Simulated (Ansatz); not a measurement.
SbRu in space group P6/mmm (No. 191; Ru on 3f, Sb on 1a, Sb on 2d), a = 5.642 Å, b = 5.642 Å, c = 4.152 Å, α = 90.00°, β = 90.00°, γ = 120.00°.

This is the PBEsol-relaxed structure.

Q: All from DFT-PBEsol in the program Ansatz with PAW potentials, unless another level is named. Predict the highest zone-centre frequency.

A: 7.95 THz.

Q: Next, the bulk modulus (Birch–Murnaghan fit)?

A: 1660 kbar.

A made-up cell: these elements were put on the sites of a structure type; neither database checked (COD, Materials Project) lists it. COD files the formula under space group No. 62. Whether it is the stable phase at ambient conditions was not checked. The cell was relaxed with PBEsol under the symmetry of its start. At this level the phase is dynamically unstable (imaginary phonons). No spin polarisation was allowed. As this level gives no gap, phonon frequencies hold no LO–TO term and depend on the k-mesh and smearing (Fermi–Dirac, 0.1 eV here). Spin–orbit coupling is left out wherever it is not named.

Potentials: the earlier of the program's two PAW sets. The files were generated under PBE; for other functionals the program regenerates the frozen cores, and for LDA and PBEsol the local potential too.
